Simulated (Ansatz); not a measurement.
Crystals of one structure type (zinc blende) and one family of elements, relaxed and computed with r²SCAN (plane waves, PAW; program Ansatz).

```tsv
crystal	V (Å³/atom)	gap (eV)
BN	5.87	4.99
AlN	10.43	3.93
BP	11.67	?
BAs	13.67	1.37
GaP	20.25	1.85
```

**Question.** Fit a straight line to E_g against V and predict the withheld value.

**Answer.** Least squares on the 4 shown rows: E_g = -0.237 × V + (6.011), with a scatter of 0.82. For BP this gives 3.25. The run itself gave 1.41, a miss of 1.84, well beyond the scatter: the line misses something about this case.

All cells were relaxed under the symmetry of their starts (and spin orders); stability against distortions was not tested throughout. Scalar-relativistic: spin–orbit coupling is off unless named, which matters more the heavier the elements.

Potentials: the earlier of the program's two PAW sets. The files were generated under PBE; for other functionals the program regenerates the frozen cores, and for LDA and PBEsol the local potential too.
